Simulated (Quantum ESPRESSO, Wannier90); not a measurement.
**Wannierisation of Bi2Se3 (R-3m)**

Cell from Materials Project (mp-541837), symmetrised, no further relaxation. COD (Crystallography Open Database) has the formula in 2 space groups, this one among them (matched by group alone). Level: PBEsol, no spin polarisation, no spin-orbit coupling; pw.x of Quantum ESPRESSO at 69 Ry with PseudoDojo potentials, 6×6×6 k-points, Wannier90. Density: 8×8×8 mesh, Gaussian smearing 0.01 Ry. Spin-orbit coupling is left out although heavy elements are present.

On the energy scale of pw.x, whose zero is arbitrary, the valence-band maximum lies at 8.07 eV.

Input w.win:

```
num_bands = 2
num_wann = 2
exclude_bands = 1-28,31-56
num_iter = 1000
conv_tol = 1.0e-6
conv_window = 4
write_hr = true
write_u_matrices = true
auto_projections = true
begin unit_cell_cart
ang
   -2.0956850224    3.6298329354    0.0000000000
   -4.1913700447    0.0000000000    0.0000000000
   -2.0956850224    1.2099443118    9.9762300000
end unit_cell_cart
begin atoms_frac
Bi  -0.3984400000 -0.3984400000  0.1953200000
Bi   0.3984400000  0.3984400000 -0.1953200000
Se   0.0000000000  0.0000000000  0.0000000000
Se  -0.2157170000 -0.2157170000 -0.3528490000
Se   0.2157170000  0.2157170000  0.3528490000
end atoms_frac
mp_grid = 6 6 6
begin kpoints
0.0000000000 0.0000000000 0.0000000000
0.0000000000 0.0000000000 0.1666666667
0.0000000000 0.0000000000 0.3333333333
... (213 more lines: the 6x6x6 mesh through Gamma)
end kpoints
```

Input of pw2wannier90.x that gives the overlap and projection files (equivalent; here they were cut from one run over all bands):

```
&inputpp
  outdir = './out'
  prefix = 'pwscf'
  seedname = 'w'
  write_amn = .true.
  write_mmn = .true.
  atom_proj = .true.
  atom_proj_exclude = 1 2 3 4 5 7 8 9 10 11 12 13 14 16 17 18 19 20 21 22 23 24 25 26 27 28 29 30 31 32 33 34 35 36 37 38 39 40 41 42 43 44 45
/
```

Output w.wout (banner and timings cut):

```
                                    ------
                                    SYSTEM
                                    ------

                              Lattice Vectors (Ang)
                    a_1    -2.095685   3.629833   0.000000
                    a_2    -4.191370   0.000000   0.000000
                    a_3    -2.095685   1.209944   9.976230

                   Unit Cell Volume:     151.77809  (Ang^3)

                        Reciprocal-Space Vectors (Ang^-1)
                    b_1     0.000000   1.730985  -0.209939
                    b_2    -1.499077  -0.865492  -0.209939
                    b_3     0.000000   0.000000   0.629816

 *----------------------------------------------------------------------------*
 |   Site       Fractional Coordinate          Cartesian Coordinate (Ang)     |
 +----------------------------------------------------------------------------+
 | bi   1  -0.39844  -0.39844   0.19532   |    2.09569  -1.20994   1.94856    |
 | bi   2   0.39844   0.39844  -0.19532   |   -2.09569   1.20994  -1.94856    |
 | se   1   0.00000   0.00000   0.00000   |   -0.00000   0.00000   0.00000    |
 | se   2  -0.21572  -0.21572  -0.35285   |    2.09569  -1.20994  -3.52010    |
 | se   3   0.21572   0.21572   0.35285   |   -2.09569   1.20994   3.52010    |
 *----------------------------------------------------------------------------*
                                ------------
                                K-POINT GRID
                                ------------

             Grid size =  6 x  6 x  6      Total points =  216

 *---------------------------------- MAIN ------------------------------------*
 |  Number of Wannier Functions               :                 2             |
 |  Number of Objective Wannier Functions     :                 2             |
 |  Number of input Bloch states              :                 2             |
 |  Output verbosity (1=low, 5=high)          :                 1             |
 |  Timing Level (1=low, 5=high)              :                 1             |
 |  Optimisation (0=memory, 3=speed)          :                 3             |
 |  Length Unit                               :               Ang             |
 |  Post-processing setup (write *.nnkp)      :                 F             |
 |  Using Gamma-only branch of algorithms     :                 F             |
 *----------------------------------------------------------------------------*
 *------------------------------- WANNIERISE ---------------------------------*
 |  Total number of iterations                :              1000             |
 |  Number of CG steps before reset           :                 5             |
 |  Trial step length for line search         :             2.000             |
 |  Convergence tolerence                     :         0.100E-05             |
 |  Convergence window                        :                 4             |
 |  Iterations between writing output         :                 1             |
 |  Iterations between backing up to disk     :               100             |
 |  Write r^2_nm to file                      :                 F             |
 |  Write xyz WF centres to file              :                 F             |
 |  Write on-site energies <0n|H|0n> to file  :                 F             |
 |  Use guiding centre to control phases      :                 F             |
 |  Use phases for initial projections        :                 F             |
 *----------------------------------------------------------------------------*
 *-------------------------------- PLOTTING ----------------------------------*
 |  Plotting Hamiltonian in WF basis          :                 T             |
 *----------------------------------------------------------------------------*

       ... (k-mesh section left out)

 Starting a new Wannier90 calculation ...

 Reading overlaps from w.mmn

 Reading projections from w.amn

 *------------------------------- WANNIERISE ---------------------------------*
 +--------------------------------------------------------------------+<-- CONV
 | Iter  Delta Spread     RMS Gradient      Spread (Ang^2)            |<-- CONV
 +--------------------------------------------------------------------+<-- CONV

 ------------------------------------------------------------------------------
 Initial State
  WF centre and spread    1  (  2.095685, -1.209944,  2.110218 )     4.58457873
  WF centre and spread    2  ( -2.095685,  1.209944, -2.110218 )     4.58457873
  Sum of centres and spreads ( -0.000000,  0.000000,  0.000000 )     9.16915746

      0     0.917E+01     0.0000000000        9.1691574537  <-- CONV
        O_D=      0.0672321 O_OD=      0.0160235 O_TOT=      9.1691575 <-- SPRD
 ------------------------------------------------------------------------------
      1    -0.353E-02     0.0548141030        9.1656280744  <-- CONV
        O_D=      0.0637027 O_OD=      0.0160235 O_TOT=      9.1656281 <-- SPRD
      2    -0.205E-03     0.0197363954        9.1654233096  <-- CONV
        O_D=      0.0634979 O_OD=      0.0160235 O_TOT=      9.1654233 <-- SPRD
      3    -0.217E-04     0.0075898535        9.1654016171  <-- CONV
        O_D=      0.0634762 O_OD=      0.0160235 O_TOT=      9.1654016 <-- SPRD
      4    -0.662E-05     0.0046317951        9.1653949933  <-- CONV
        O_D=      0.0634696 O_OD=      0.0160235 O_TOT=      9.1653950 <-- SPRD
      5    -0.673E-06     0.0013948615        9.1653943203  <-- CONV
        O_D=      0.0634689 O_OD=      0.0160235 O_TOT=      9.1653943 <-- SPRD
      6    -0.173E-06     0.0008398623        9.1653941468  <-- CONV
        O_D=      0.0634688 O_OD=      0.0160235 O_TOT=      9.1653941 <-- SPRD
      7    -0.136E-07     0.0002510506        9.1653941331  <-- CONV
        O_D=      0.0634688 O_OD=      0.0160235 O_TOT=      9.1653941 <-- SPRD
      8    -0.477E-08     0.0001303556        9.1653941283  <-- CONV
        O_D=      0.0634688 O_OD=      0.0160235 O_TOT=      9.1653941 <-- SPRD
             <<<     Delta < 1.000E-06  over  4 iterations     >>>
             <<< Wannierisation convergence criteria satisfied >>>
 Final State
  WF centre and spread    1  (  2.095685, -1.209944,  2.110218 )     4.58269707
  WF centre and spread    2  ( -2.095685,  1.209944, -2.110218 )     4.58269707
  Sum of centres and spreads ( -0.000000,  0.000000,  0.000000 )     9.16539414

         Spreads (Ang^2)       Omega I      =     9.085901863
        ================       Omega D      =     0.063468756
                               Omega OD     =     0.016023509
    Final Spread (Ang^2)       Omega Total  =     9.165394128
```
